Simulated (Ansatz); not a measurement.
The start is a relaxed Zr cell shaken by Gaussian noise of σ = 0.08 Å a coordinate. Cell shape, volume and atoms are optimised at zero target pressure with PBE (plane waves to 420 eV, PAW, scalar-relativistic; Ansatz, a quantum-chemistry and plane-wave program). The first steps use a coarse 6×6×6 k-mesh.

Starting cell:
```
Zr
1.0
    5.68658     0.00000     0.00000
    0.00000     5.68658     0.00000
    0.00000     0.00000     5.68658
Zr
8
Direct
  0.27924   0.01438   0.50246
  0.73714   0.99936   0.48120
  0.96493   0.50308   0.26855
  0.98260   0.51681   0.74294
  0.49588   0.25675   0.01550
  0.49309   0.74091   0.99353
  0.02531   0.00541   0.00077
  0.49351   0.50749   0.51088
```

Problem. How much energy is released per atom?

Solution. 0.11 eV/atom.

Problem. How does the volume change?

Solution. +2.8 %, from 22.99 to 23.62 Å³/atom.

Problem. Does it find its way back to the structure it was made from?

Solution. It does not go back: it reaches R32 (No. 155), 0.05 eV/atom below the parent.

Problem. What does it relax into? Give the structure.

Solution. 
Space group R32, hexagonal axes (No. 155); a = b = 8.343 Å, c = 9.404 Å, α = β = 90.00°, γ = 120.00°

```
atom  site  symmetry       x       y       z
----  ----  --------  ------  ------  ------
Zr      9e        .2  0.6809  0.6809  0.5000
Zr      9d        .2  0.2638  0.2638  0.0000
Zr      6c        3.  0.0000  0.0000  0.3150
```
(The calculation used a cell of 8 atoms; values per cell refer to that cell.)

Final values are on a 8×8×8 k-mesh of the relaxed cell. The start holds a very short contact (Zr–Zr 2.61 Å). No spin polarisation in the result.

The relaxed structure here is a generated cell of Zr: the first start was made by placing the elements on the sites of a structure type, and the end was not matched to a known phase here, so it may be hypothetical. Known forms of Zr include space group No. 194.
